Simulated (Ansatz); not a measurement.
Here is the system:

CdI2:
```
CdI2
1.0
    4.24247     0.00000     0.00000
   -2.12124     3.67409     0.00000
    0.00000     0.00000     6.82394
Cd I
1 2
Direct
  0.00000   0.00000   0.00000
  0.33333   0.66667   0.25348
  0.66667   0.33333   0.74652
```

This is the PBE+D3(BJ)-relaxed structure. Cartesian axes are those of the cell as given.

### Question
All from the program Ansatz at the PBE+D3(BJ) level (PAW), unless another level is named. Give the zero-point energy.

### Answer
14.5 meV/atom.

### Question
Predict the highest zone-centre frequency (without LO–TO term).

### Answer
132 cm⁻¹.

### Question
Give the vibrational entropy at 300 K.

### Answer
52.5 J/(K·mol of atoms).

### Question
And the Hill bulk and shear moduli?

### Answer
17.7 and 8.8 GPa.

### Question
What about the elastic constants (relaxed ions, GPa)?

### Answer
C11 = 42.0, C12 = 15.5, C13 = 8.6, C14 = -1.2, C33 = 21.3, C44 = 5.5.

Space group P-3m1 (CdI2 type). The PBE+D3(BJ) relaxation kept the symmetry of its start; phonons on a q-mesh show no instability. Spin–orbit coupling is left out wherever it is not named.

Potentials: the later of the program's two PAW sets.
